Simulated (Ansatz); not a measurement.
**LaZr2O2: rattling a relaxed structure**

The cell was found from a proposed guess, not taken from experiment.

These are results of DFT PBE, scalar-relativistic, plane waves, PAW (Ansatz), not measurements. Plane waves to 420 eV, a k mesh through Γ of 12×12×12 on the computed 5-atom cell and Gaussian smearing (0.10 eV); no spin polarisation.

The cell below (5 atoms, space group R-3m (No. 166)) is relaxed within its symmetry.

```
CELL_PARAMETERS angstrom
1.68699 0.97398 8.33636
-1.68699 0.97398 8.33636
0.00000 -1.94796 8.33636
ATOMIC_POSITIONS crystal
La 0.00000 0.00000 0.00000
Zr 0.78263 0.78263 0.78263
Zr 0.21737 0.21737 0.21737
O 0.40100 0.40100 0.40100
O 0.59900 0.59900 0.59900
```

For the test a repeat of it with 10 atoms (edges 3.37, 5.84, 8.56 Å) was strained at random (σ = 1.5 % a component), the atoms were moved at random (σ = 0.05 Å), and all was relaxed again on a coarse 6×4×6 mesh (in the run’s order of axes) with 0.20 eV smearing, with no symmetry imposed.

An odd number of electrons in the primitive cell allows no gap without spin; a larger cell or a magnetic state could open one.

Task: Does it come back?

Result: It returns, within 1 meV/atom of the unmoved cell on that mesh and with the same symmetry when read at 0.1 Å. So it is stable against the distortions that fit this cell and that this random move excites. Modes that don't fit the cell aren't tested.
